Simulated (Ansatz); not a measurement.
A relaxed cell of InGa₂P₃ is given with its symmetry left out. The cell was found from a structure generator's guess, not taken from experiment.

Method: DFT PBE, scalar-relativistic, plane waves, PAW in Ansatz. Cutoff 420 eV, Γ-centred mesh, Gaussian smearing, no spin polarisation.

```cif
data_structure
_symmetry_space_group_name_H-M 'P 1'
_symmetry_Int_Tables_number 1
_cell_length_a 3.9975
_cell_length_b 3.9975
_cell_length_c 9.8397
_cell_angle_alpha 90.000
_cell_angle_beta 90.000
_cell_angle_gamma 120.000
_cell_volume 136.17
loop_
_atom_site_label
_atom_site_type_symbol
_atom_site_fract_x
_atom_site_fract_y
_atom_site_fract_z
_atom_site_occupancy
In1 In 0.33333 0.66667 0.66506 1
Ga1 Ga 0.00000 0.00000 0.00650 1
Ga2 Ga 0.66667 0.33333 0.32617 1
P1 P 0.00000 0.00000 0.76516 1
P2 P 0.33333 0.66667 0.40361 1
P3 P 0.66667 0.33333 0.08350 1
```

Energies over the elements count from the elements' standard structures at the same level, with no fitted energy shifts. The references include black phosphorus.

Task: Find its symmetry and describe it.

Result: P3m1 (No. 156), with In and Ga ordered on zinc blende sites. Conventional cell: a = 3.998 Å, c = 9.840 Å. In is surrounded by 4 P at 2.51–2.57 Å; Ga on its first site is surrounded by 4 P at 2.37–2.43 Å; Ga on its second site has 4 P at 2.39–2.43 Å; around P on its first site lie 1 Ga at 2.37 Å and 3 In at 2.51 Å; 2 more sites not described.

Task: What is its formation energy per atom?

Result: −0.338 eV/atom. Whether it is stable depends on the other phases of the system, which aren't compared here.

Task: Is it a metal?

Result: No, the gap on the 12×12×4 mesh is 0.78 eV.

The last run used a 12×12×4 mesh (in the run's order of axes) for its 6-atom cell and Gaussian smearing of 0.02 eV. Kohn–Sham gaps at this level usually fall short of measured ones. The reference form of P is held partly by dispersion forces, which this level lacks. A structure relaxed within its symmetry needn't be a true minimum.
